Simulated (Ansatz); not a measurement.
**GaAs, first-principles data**

GaAs (rock salt, Fm-3m), a = 5.329 Å, b = 5.329 Å, c = 5.329 Å, α = 90.00°, β = 90.00°, γ = 90.00°; the cell used has 2 atoms.

Space group Fm-3m (No. 225), rock salt; conventional cell a = 5.3290 Å, b = 5.3290 Å, c = 5.3290 Å, α = 90.00°, β = 90.00°, γ = 90.00°.

Method: r²SCAN (plane waves, PAW; program Ansatz). Structure relaxed to zero pressure with the same functional. Other levels are named where they apply.

**Cell and energy**

| Property | Value |
|---|---|
| Volume per atom | 18.92 Å³ |
| Density | 6.35 g/cm³ |

**Electronic structure**

| Property | Result |
|---|---|
| Electronic character | metallic (no gap) |
| Density of states at the Fermi level | 0.52 states/eV per atom (mean over ±0.08 eV) |
| Gap with spin–orbit coupling | none (metallic) |

**Mechanics**

| Property | Value |
|---|---|
| Bulk modulus (Birch–Murnaghan fit) | 82.1 GPa |
| Pressure derivative B′ | 4.8 |
| Elastic constants (relaxed ions, GPa) | C11 = 156, C12 = 45.4, C44 = 20.4 |
| Mechanical stability | stable (all eigenvalues of C positive) |
| Hill bulk and shear moduli | 82.2 and 30.8 GPa |
| Young's modulus | 82.2 GPa |
| Poisson's ratio | 0.33 |
| Debye temperature from the elastic constants | 276 K |

**Charges**

| Item | Value |
|---|---|
| Bader charges | As -0.66, Ga +0.66 e |

The start of the workflow was typed in or built on a structure type; neither database checked (COD, Materials Project) lists it. It is not the phase usual at ambient conditions (space group No. 216). Symmetry was held in the r²SCAN relaxation; whether a distortion lowers the energy is not shown. As this level gives no gap, shear constants depend on the k-mesh and smearing (Fermi–Dirac, 0.1 eV here). Scalar-relativistic: spin–orbit coupling is off unless named, which matters more the heavier the elements.

Potentials: the earlier of the program's two PAW sets.
